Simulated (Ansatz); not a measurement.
Here is the system:

CoSi:
```
CELL_PARAMETERS angstrom
      4.38563     0.00000     0.00000
      0.00000     4.38563     0.00000
      0.00000     0.00000     4.38563
ATOMIC_POSITIONS crystal
  Co 0.85429 0.64571 0.35429
  Co 0.64571 0.35429 0.85429
  Co 0.35429 0.85429 0.64571
  Co 0.14571 0.14571 0.14571
  Si 0.15669 0.34331 0.65669
  Si 0.34331 0.65669 0.15669
  Si 0.65669 0.15669 0.34331
  Si 0.84331 0.84331 0.84331
```

This is the PBEsol-relaxed structure.

All from DFT-PBEsol in the program Ansatz with PAW potentials, unless another level is named. Predict the electronic character.

metallic (no gap).

Predict the formation energy from the elements (no fitted shifts).

-0.73 eV/atom.

Give the density of states at the Fermi level.

0.14 states/eV per atom (mean over ±0.08 eV).

Space group P2_13. Symmetry was held in the PBEsol relaxation; of distortions, only those at the zone centre were tested. No spin polarisation was allowed. The references are the lowest solids computed at this level, not always the standard phases.

Potentials: the later of the program's two PAW sets.
